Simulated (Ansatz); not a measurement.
Zn2C (antifluorite) under strain

Antifluorite Zn2C, relaxed with r2SCAN in Ansatz. The symmetry is Fm-3m (No. 225, cubic); conventional cell a = 5.156 Å, 11.42 Å³ an atom. C has 8 Zn at 2.23 Å; Zn has 4 C at 2.23 Å.

The axes x, y and z are those of this cell:
```
C Zn
1.0
     0.00000    2.57795    2.57795
     2.57795    0.00000    2.57795
     2.57795    2.57795    0.00000
C Zn
1 2
Direct
  0.00000 0.00000 0.00000
  0.25000 0.25000 0.25000
  0.75000 0.75000 0.75000
```

Unstrained: The HSE06 gap is direct at Γ: 0.747 eV. Meshes: HSE06 6×6×6. Strains are changes of length per length. After each strain the atoms were relaxed again with r2SCAN within the symmetry that the strain leaves, so tilts or polar shifts that break it weren't tested; points keep the names that they have in the unstrained zone. No spin polarisation. The prototype was imposed, so other structures may be more stable.

Changes of the least gap in eV (an overlap counts as a negative gap):

| strain | volume change (%) | space group | HSE06 |
| --- | --- | --- | --- |
| biaxial -0.8 % in x and y, z held | -1.6 | I4/mmm | +0.066 |
| isotropic +4.0 % on every length | +12.5 | Fm-3m | -0.609 |
| uniaxial -4.76 % along z | -4.8 | I4/mmm | +0.083 |

Biaxial -0.8 % in x and y, z held. HSE06: the gap goes from 0.747 to 0.813 eV (+0.066 eV); with HSE06 the top three valence levels at Γ, degenerate before, become 2+1 from the top over 45 meV.

Isotropic +4.0 % on every length. HSE06: the gap goes from 0.747 to 0.138 eV (-0.609 eV); so small a gap is at the limit of these settings. For HSE06, dE_g/d ln V = -5.2 eV over this step.

Uniaxial -4.76 % along z, other directions held. HSE06: the gap goes from 0.747 to 0.830 eV (+0.083 eV); with HSE06 the top three valence levels at Γ, degenerate before, become 1+2 from the top over 254 meV.

The meshes of the hybrids are coarse, so their gaps aren't converged to the digits shown.

The splittings at Γ are without spin-orbit coupling, which regroups them where it is of like size or larger.
